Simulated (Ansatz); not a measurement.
## How much do the gradients of Mg₂Cr₃GaS₈ depend on the method?

Cell: a Materials Project structure (computed, not necessarily an observed phase), atoms as given.

Space group R-3m:H (No. 166); a = 7.2455, c = 17.7809 Å, γ = 120.00°.

```csv
site,Wyckoff,site symmetry,x,y,z
Mg,6c,3m,0.0000,0.0000,0.8755
Cr,9e,.2/m,0.1667,0.3333,0.3333
Ga,3b,-3m,0.0000,0.0000,0.5000
S7,6c,3m,0.0000,0.0000,0.7366
S8,18h,.m,0.8492,0.6984,0.4104
```

One atom of each set is listed; the run and its k-mesh use a cell of 14 atoms with edges of 7.25, 7.25, 7.25 Å.

First run. The numbers come from a DFT calculation in Ansatz (PBE, plane waves and PAW, scalar-relativistic, collinear spin, 420 eV cutoff, Γ-centred 5×5×5 k-points, Fermi–Dirac smearing 0.02 eV). Start moments as typed (μB): 3 on each Cr, none on the rest.

| site | V_zz (10²¹ V/m²) | η | m (μB) |
| --- | --- | --- | --- |
| Mg | 0.049 | 0.00 | 0.01 |
| Cr | -1.15 | 0.56 | 2.70 |
| Ga | -1.26 | 0.00 | 0.05 |
| S7 | -0.46 | 0.00 | -0.06 |
| S8 | 1.57 | 0.79 | -0.03 |

Second run. The same atoms and settings, except that the functional is r2SCAN and the cutoff is 500 eV.

**Question.** What does the second run give?

**Answer.** 

| site | V_zz | η | change of V_zz | m (μB) |
| --- | --- | --- | --- | --- |
| Mg | 0.049 | 0.00 | 0.00 | 0.01 |
| Cr | -1.05 | 0.56 | +0.10 | 2.78 |
| Ga | -1.20 | 0.00 | +0.06 | 0.05 |
| S7 | -0.69 | 0.00 | -0.23 | -0.07 |
| S8 | 1.72 | 0.88 | +0.15 | -0.05 |

The largest change of V_zz is on S7, from -0.46 to -0.69. In per cent, |V_zz| changes by -9 on Cr, -5 on Ga, +9 on S (all sites that start above 0.5). The absolute magnetisation of the cell goes from 10.1 to 10.3 μB.

All moments are parallel here, as the start or the cell imposes; many such compounds order antiparallel, where fields and spin densities carried over to other atoms largely cancel. The magnetic order is the one that the run reached from its start moments, not necessarily the measured one.
For the first run: With a gap of 0.5 eV on this mesh, small gradients can still move by 0.1 × 10²¹ V/m² or more as the k-mesh gets denser.
For the second run: The largest force is 0.3 eV/Å, so the atoms aren't at the calculated equilibrium and relaxing them would move these values. The program didn't check the stability of this electronic state in full, so a lower one may lie near.
